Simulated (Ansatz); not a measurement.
Task: Name crystals whose computed values (DFT-PBEsol in the program Ansatz with PAW potentials) fall in these windows: G_Hill (GPa) 25 to 31; B₀ by P(V) fit (GPa) 92 to 120; Θ_D (K) 190 to 250.

Result: 

```tsv
crystal	G_Hill (GPa)	B₀ by P(V) fit (GPa)	Θ_D (K)
InAg3, Cu3Au type	27.5	104	211
Sn2Pt, fluorite or antifluorite type	27.9	107	193
Zr3Ag, Cu3Au type	28.0	108	234
Ag3Sn, Pmmn (Ag on 2b, Ag on 4e, Sn on 2a)	29.6	100	218
In2Pt, fluorite or antifluorite type	30.8	107	203
```
Others may fit too.

Standing as an ambient phase not checked: InAg3, Cu3Au type; Sn2Pt, fluorite or antifluorite type; Zr3Ag, Cu3Au type; Ag3Sn, Pmmn (Ag on 2b, Ag on 4e, Sn on 2a); In2Pt, fluorite or antifluorite type. All cells were relaxed under the symmetry of their starts (and spin orders); stability against distortions was not tested throughout. Rows with no word on spin ran without spin polarisation. Scalar-relativistic: spin–orbit coupling is off unless named, which matters more the heavier the elements.

Potentials: the later of the program's two PAW sets.
